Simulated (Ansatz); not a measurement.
LaN:
```
CELL_PARAMETERS angstrom
      0.00000     2.80651     2.80651
      2.80651     0.00000     2.80651
      2.80651     2.80651     0.00000
ATOMIC_POSITIONS crystal
  N  0.25000 0.25000 0.25000
  La 0.00000 0.00000 0.00000
```

PBE in the plane-wave PAW code Ansatz gives a gap of 1.17 eV without spin–orbit coupling, maximum at X, minimum at Γ.

### Question
What happens when spin–orbit coupling is switched on?

### Answer
The gap falls by 0.08 eV, to 1.09 eV; maximum at X, minimum at Γ.

### Question
Give the electron effective mass with spin–orbit coupling.

### Answer
0.40 mₑ (isotropic).

### Question
Give the hole effective mass with spin–orbit coupling.

### Answer
0.73, 1.1, 1.1 mₑ (principal values).

Space group F-43m (zinc blende). The start of the workflow was typed in or built on a structure type; neither database checked (COD, Materials Project) lists it. COD files the formula under space group No. 225, so this cell is another polymorph or a model. Its standing as an ambient phase is unchecked. The PBE relaxation kept the symmetry of its start; whether a distortion lowers the energy is not shown.

Potentials: the earlier of the program's two PAW sets.
